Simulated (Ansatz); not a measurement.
# Mn (dhcp): energy against volume

Method: DFT, m-r2SCAN, plane waves (500 eV) with PAW, scalar-relativistic in Ansatz. The PAW files were generated under PBE, with cores re-solved for the functional.

The cell is scaled uniformly from the relaxed one, with fractional coordinates and shape fixed. Energies are extrapolated to zero smearing, pressures are those at the given smearing. Magnetic state: non-magnetic.

A Birch-Murnaghan fit gives V₀ = 10.41 Å³/atom, B₀ = 309 GPa, B₀′ = 4.4.

What are the energy above the minimum and the pressure at 9.578 Å³/atom?

74.1 meV/atom and 30.91 GPa as computed.

What are the energy above the minimum and the pressure at 9.994 Å³/atom?

17.0 meV/atom and 13.82 GPa as computed.

What are the energy above the minimum and the pressure at 11.243 Å³/atom?

56.4 meV/atom and -20.06 GPa as computed.

m-r²SCAN is r²SCAN on the gauge-invariant kinetic-energy density; without spin polarisation the two are equal.
